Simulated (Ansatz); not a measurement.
Sn3Te and the effect of the functional

It takes space group I4/mmm (No. 139, tetragonal). The conventional cell has a = 4.602 Å, b = 4.602 Å, c = 11.033 Å, α = 90.00°, β = 90.00°, γ = 90.00°. Te (site symmetry 4/mmm) is surrounded by 12 Sn at 3.25 to 3.59 Å. Around Sn (site symmetry 4/mmm) lie 4 Te at 3.25 Å and 8 Sn at 3.59 Å. Around Sn (site symmetry -4m2) lie 8 Sn at 3.25 to 3.59 Å and 4 Te at 3.59 Å.

The cell comes from a database or a generator and needn't be the stable form of this composition.

Kept alike: task band structure; k mesh 8 × 8 × 8; occupations fermi-dirac, width 0.05 eV; no spin polarisation. Program: Ansatz, all-electron LAPW, scalar-relativistic. The mesh is that of the run's cell of 4 atoms. No spin-orbit coupling.

| functional | pressure (GPa) |
| --- | --- |
| LDA | -4.15 |
| PBE | -0.40 |
| PBEsol | -3.04 |

Pressure is positive in compression. For a metal such a mesh leaves the last digits unconverged.

Q: What does the functional change here?

A: The pressure runs from -4.15 (LDA) to -0.40 GPa (PBE). From PBE: LDA -3.75; PBEsol -2.64.
